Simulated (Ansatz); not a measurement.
La2CN3Cl in space group Cmmm (No. 65; Pearson symbol oS28), r²SCAN (plane waves, PAW; program Ansatz). The conduction-band minimum lies at Y, with 1 equivalent valley. Second derivatives d²E/dk² of the lowest band at one valley (eV·Å²), along Cartesian directions:

```csv
direction,d²E/dk²
[100],8.826
[010],5.860
[001],9.116
[110],7.345
[101],8.971
[011],7.484
```

Find the principal effective masses, the density-of-states mass and the conductivity mass.

Off-diagonal terms follow from H_xy = H[110] − (H_xx + H_yy)/2, and m*/mₑ = 7.620 eV·Å² over each eigenvalue: 0.84, 0.86, 1.3. One valley's DOS mass (m₁m₂m₃)^(1/3) = 0.98, conductivity mass 3/(Σ 1/mᵢ) = 0.96 mₑ.

What effective density of states Nc follows at 300 K for parabolic valleys?

Nc = 2.509e19 × 1 × (0.98)^(3/2) ≈ 2.4e19 cm⁻³.

The workflow started from a Materials Project entry (that database holds measured and hypothetical structures alike); the Crystallography Open Database files this formula in space group No. 65, but the cells were not matched. Its standing as an ambient phase is unchecked. Symmetry was held in the r²SCAN relaxation; its stability against distortions is not shown here. Spin–orbit coupling is left out wherever it is not named.

Potentials: the later of the program's two PAW sets.

Edges and masses are those of Kohn–Sham bands, whose gap is no quasiparticle gap.
